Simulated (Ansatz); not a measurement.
A geometry of Ge away from equilibrium: step 4 of the relaxation of a relaxed Ge cell, doubled along one cell vector, shaken by Gaussian noise of σ = 0.08 Å a coordinate. These are r2SCAN (plane waves to 500 eV, PAW, scalar-relativistic; Ansatz, a quantum-chemistry and plane-wave program) values and carry that method's errors. Γ-centred k-mesh 7×4×3 on the run's cell (coarser than for final values), Fermi–Dirac smearing 0.05 eV. The plane waves were selected for a different cell earlier on the path.

```
Ge
1.0
    3.98429     0.00242    -0.00051
   -3.98009     6.90498     0.03524
   -0.00102     0.04025     7.86514
Ge
8
Direct
  0.99795   0.99874   0.18228
  0.99659   0.50225   0.18376
  0.01277   0.01607   0.80034
  0.01716   0.51310   0.79938
  0.33254   0.33438   0.25202
  0.33009   0.82974   0.25393
  0.68355   0.17883   0.72809
  0.69066   0.68576   0.73241
```

### Question
Give the Cartesian forces on all atoms (eV/Å).

### Answer
```
atom     Fx     Fy     Fz
----  -----  -----  -----
Ge1    0.07   0.13  -0.78
Ge2    0.22  -0.26  -0.95
Ge3    0.46  -0.06   0.99
Ge4    0.06   0.02   0.76
Ge5   -0.20  -0.24   0.66
Ge6   -0.07   0.39   0.69
Ge7   -0.46   0.35  -0.72
Ge8   -0.08  -0.33  -0.65
```

The path ends in Fd-3m (No. 227) (diamond type). No spin polarisation in the result.

Of the parent cell (P6₃/mmc (No. 194)): it is a generated cell of Ge: the first start was made by placing the elements on the sites of a structure type, and the end was not matched to a known phase here, so it may be hypothetical. Known forms of Ge include space group No. 227.
